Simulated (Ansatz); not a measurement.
# Ansatz 0.2.0, relaxation: Na$_{2}$Hg$_{3}$Br$_{2}$

Run with:

```bash
ansatz run input.yaml --threads 2 --pin off --max-ram 2560MiB --backend cpu --events-out ev --progress --plain --runs-dir out
```

Input:

```yaml
crystal:
  lattice:
    - [-4.561363, 4.561363, 4.561363]
    - [4.561363, -4.561363, 4.561363]
    - [4.561363, 4.561363, -4.561363]
  atoms:
    - { symbol: Na, position: [0.548, 0.548, 0.548] }
    - { symbol: Na, position: [0.5, 0.0, 0.952] }
    - { symbol: Na, position: [0.952, 0.5, 0.0] }
    - { symbol: Na, position: [0.0, 0.952, 0.5] }
    - { symbol: Br, position: [0.04, 0.04, 0.04] }
    - { symbol: Br, position: [0.5, 0.0, 0.46] }
    - { symbol: Br, position: [0.46, 0.5, 0.0] }
    - { symbol: Br, position: [0.0, 0.46, 0.5] }
    - { symbol: Hg, position: [0.25, 0.554, 0.304] }
    - { symbol: Hg, position: [0.75, 0.946, 0.196] }
    - { symbol: Hg, position: [0.304, 0.25, 0.554] }
    - { symbol: Hg, position: [0.196, 0.75, 0.946] }
    - { symbol: Hg, position: [0.554, 0.304, 0.25] }
    - { symbol: Hg, position: [0.946, 0.196, 0.75] }
  symmetry: { tolerance: 0.0003 }
kpoints:
  mp_grid: { grid: [5, 5, 5], shift: [0, 0, 0] }
magnetization:
  spin_polarized: false
scf:
  occupations: { method: fermi_dirac }
  lower_state_search: "off"
hamiltonian:
  pseudopotentials: { kind: paw }
  xc: pbe
basis:
  ecutwfc: 420
  fft_grid_basis: typed
relax:
  max_steps: 40
output:
  forces: true
  stress: true
  eigenvalues: true
  bader: true
  populations: true
  elf: true
  write_potential: true
  volumetric_format: npy
  dos:
    e_range: [-12, 8]
    de: 0.05
    projected: { site_lists: { Br: [Br], Hg: [Hg], Na: [Na] } }
  write_density: true
checkpoint:
  read: saved_state
```

Origin of the cell: a known structure type with other elements, at an estimated volume, so it need not be a known compound.

The smearing width isn't typed, so it takes its default of 0.1 eV.

The saved state is a converged single point of the same cell.

Steps:

```csv
step,ΔF (meV/atom),max force component (eV/Å),SCF iterations,step was
1,0.0,1.462,6,accepted
2,-152.2,1.096,5,accepted
3,-300.3,0.770,6,accepted
4,-446.3,0.654,6,accepted
5,-525.9,0.378,6,accepted
6,-554.6,0.118,5,accepted
7,-557.1,0.013,5,accepted
8,-557.1,0.003,5,accepted
```

Step 1, with forces in eV/Å:

```xyz
14
Lattice="-4.561 4.561 4.561 4.561 -4.561 4.561 4.561 4.561 -4.561" Properties=species:S:1:pos:R:3:forces:R:3 pbc="T T T" step=1
Na    2.500    2.500    2.500    1.462    1.462    1.462
Na    2.062    6.623   -2.062   -1.462   -1.462    1.462
Na   -2.062    2.062    6.623    1.462   -1.462   -1.462
Na    6.623   -2.062    2.062   -1.462    1.462   -1.462
Br    0.182    0.182    0.182   -0.482   -0.482   -0.482
Br   -0.182    4.379    0.182    0.482    0.482   -0.482
Br    0.182   -0.182    4.379   -0.482    0.482    0.482
Br    4.379    0.182   -0.182    0.482   -0.482    0.482
Hg    2.773    0.000    2.281   -0.146    0.000    0.000
Hg    1.788    0.000    6.842    0.146    0.000    0.000
Hg    2.281    2.773    0.000    0.000   -0.146    0.000
Hg    6.842    1.788    0.000    0.000    0.146    0.000
Hg    0.000    2.281    2.773    0.000    0.000   -0.146
Hg    0.000    6.842    1.788    0.000    0.000    0.146
```

Step 2, with forces in eV/Å:

```xyz
14
Lattice="-4.561 4.561 4.561 4.561 -4.561 4.561 4.561 4.561 -4.561" Properties=species:S:1:pos:R:3:forces:R:3 pbc="T T T" step=2
Na    2.613    2.613    2.613    1.096    1.096    1.096
Na    1.948    6.509   -1.948   -1.096   -1.096    1.096
Na   -1.948    1.948    6.509    1.096   -1.096   -1.096
Na    6.509   -1.948    1.948   -1.096    1.096   -1.096
Br    0.126    0.126    0.126   -0.511   -0.511   -0.511
Br   -0.126    4.435    0.126    0.511    0.511   -0.511
Br    0.126   -0.126    4.435   -0.511    0.511    0.511
Br    4.435    0.126   -0.126    0.511   -0.511    0.511
Hg    2.749    0.000    2.281   -0.531    0.000    0.000
Hg    1.812    0.000    6.842    0.531    0.000    0.000
Hg    2.281    2.749    0.000    0.000   -0.531    0.000
Hg    6.842    1.812    0.000    0.000    0.531    0.000
Hg    0.000    2.281    2.749    0.000    0.000   -0.531
Hg    0.000    6.842    1.812    0.000    0.000    0.531
```

Step 3, with forces in eV/Å:

```xyz
14
Lattice="-4.561 4.561 4.561 4.561 -4.561 4.561 4.561 4.561 -4.561" Properties=species:S:1:pos:R:3:forces:R:3 pbc="T T T" step=3
Na    2.726    2.726    2.726    0.770    0.770    0.770
Na    1.836    6.397   -1.836   -0.770   -0.770    0.770
Na   -1.836    1.836    6.397    0.770   -0.770   -0.770
Na    6.397   -1.836    1.836   -0.770    0.770   -0.770
Br    0.049    0.049    0.049   -0.567   -0.567   -0.567
Br   -0.049    4.513    0.049    0.567    0.567   -0.567
Br    0.049   -0.049    4.513   -0.567    0.567    0.567
Br    4.513    0.049   -0.049    0.567   -0.567    0.567
Hg    2.670    0.000    2.281   -0.705    0.000    0.000
Hg    1.892    0.000    6.842    0.705    0.000    0.000
Hg    2.281    2.670    0.000    0.000   -0.705    0.000
Hg    6.842    1.892    0.000    0.000    0.705    0.000
Hg    0.000    2.281    2.670    0.000    0.000   -0.705
Hg    0.000    6.842    1.892    0.000    0.000    0.705
```

Step 4, with forces in eV/Å:

```xyz
14
Lattice="-4.561 4.561 4.561 4.561 -4.561 4.561 4.561 4.561 -4.561" Properties=species:S:1:pos:R:3:forces:R:3 pbc="T T T" step=4
Na    2.828    2.828    2.828    0.408    0.408    0.408
Na    1.733    6.295   -1.733   -0.408   -0.408    0.408
Na   -1.733    1.733    6.295    0.408   -0.408   -0.408
Na    6.295   -1.733    1.733   -0.408    0.408   -0.408
Br   -0.064   -0.064   -0.064   -0.485   -0.485   -0.485
Br    0.064    4.625   -0.064    0.485    0.485   -0.485
Br   -0.064    0.064    4.625   -0.485    0.485    0.485
Br    4.625   -0.064    0.064    0.485   -0.485    0.485
Hg    2.536    0.000    2.281   -0.654    0.000    0.000
Hg    2.026    0.000    6.842    0.654    0.000    0.000
Hg    2.281    2.536    0.000    0.000   -0.654    0.000
Hg    6.842    2.026    0.000    0.000    0.654    0.000
Hg    0.000    2.281    2.536    0.000    0.000   -0.654
Hg    0.000    6.842    2.026    0.000    0.000    0.654
```

Step 5, with forces in eV/Å:

```xyz
14
Lattice="-4.561 4.561 4.561 4.561 -4.561 4.561 4.561 4.561 -4.561" Properties=species:S:1:pos:R:3:forces:R:3 pbc="T T T" step=5
Na    2.828    2.828    2.828    0.244    0.244    0.244
Na    1.733    6.295   -1.733   -0.244   -0.244    0.244
Na   -1.733    1.733    6.295    0.244   -0.244   -0.244
Na    6.295   -1.733    1.733   -0.244    0.244   -0.244
Br   -0.170   -0.170   -0.170   -0.261   -0.261   -0.261
Br    0.170    4.731   -0.170    0.261    0.261   -0.261
Br   -0.170    0.170    4.731   -0.261    0.261    0.261
Br    4.731   -0.170    0.170    0.261   -0.261    0.261
Hg    2.336    0.000    2.281   -0.378    0.000    0.000
Hg    2.226    0.000    6.842    0.378    0.000    0.000
Hg    2.281    2.336    0.000    0.000   -0.378    0.000
Hg    6.842    2.226    0.000    0.000    0.378    0.000
Hg    0.000    2.281    2.336    0.000    0.000   -0.378
Hg    0.000    6.842    2.226    0.000    0.000    0.378
```

Step 6, with forces in eV/Å:

```xyz
14
Lattice="-4.561 4.561 4.561 4.561 -4.561 4.561 4.561 4.561 -4.561" Properties=species:S:1:pos:R:3:forces:R:3 pbc="T T T" step=6
Na    2.830    2.830    2.830   -0.040   -0.040   -0.040
Na    1.732    6.293   -1.732    0.040    0.040   -0.040
Na   -1.732    1.732    6.293   -0.040    0.040    0.040
Na    6.293   -1.732    1.732    0.040   -0.040    0.040
Br   -0.247   -0.247   -0.247    0.059    0.059    0.059
Br    0.247    4.809   -0.247   -0.059   -0.059    0.059
Br   -0.247    0.247    4.809    0.059   -0.059   -0.059
Br    4.809   -0.247    0.247   -0.059    0.059   -0.059
Hg    2.136    0.000    2.281   -0.118    0.000    0.000
Hg    2.426    0.000    6.842    0.118    0.000    0.000
Hg    2.281    2.136    0.000    0.000   -0.118    0.000
Hg    6.842    2.426    0.000    0.000    0.118    0.000
Hg    0.000    2.281    2.136    0.000    0.000   -0.118
Hg    0.000    6.842    2.426    0.000    0.000    0.118
```

Step 8, with forces in eV/Å:

```xyz
14
Lattice="-4.561 4.561 4.561 4.561 -4.561 4.561 4.561 4.561 -4.561" Properties=species:S:1:pos:R:3:forces:R:3 pbc="T T T" step=8
Na    2.817    2.817    2.817   -0.003   -0.003   -0.003
Na    1.744    6.306   -1.744    0.003    0.003   -0.003
Na   -1.744    1.744    6.306   -0.003    0.003    0.003
Na    6.306   -1.744    1.744    0.003   -0.003    0.003
Br   -0.250   -0.250   -0.250   -0.001   -0.001   -0.001
Br    0.250    4.811   -0.250    0.001    0.001   -0.001
Br   -0.250    0.250    4.811   -0.001    0.001    0.001
Br    4.811   -0.250    0.250    0.001   -0.001    0.001
Hg    2.040    0.000    2.281    0.002    0.000    0.000
Hg    2.521    0.000    6.842   -0.002    0.000    0.000
Hg    2.281    2.040    0.000    0.000    0.002    0.000
Hg    6.842    2.521    0.000    0.000   -0.002    0.000
Hg    0.000    2.281    2.040    0.000    0.000    0.002
Hg    0.000    6.842    2.521    0.000    0.000   -0.002
```

```
Free energy lowered by  : 557.1 meV/atom
Final pressure          : 4.70 GPa
Relaxation steps listed : 8
```

Caveats: no spin-orbit coupling, though heavy elements are present; the SCF threshold is looser than advised for a stress; the relaxation held the start's symmetry, so the end may be a saddle point.

The run took 4.3 min on 2 threads of Arm Neoverse V2, with other jobs on the host, peak memory 0.96 GiB, from a saved density.
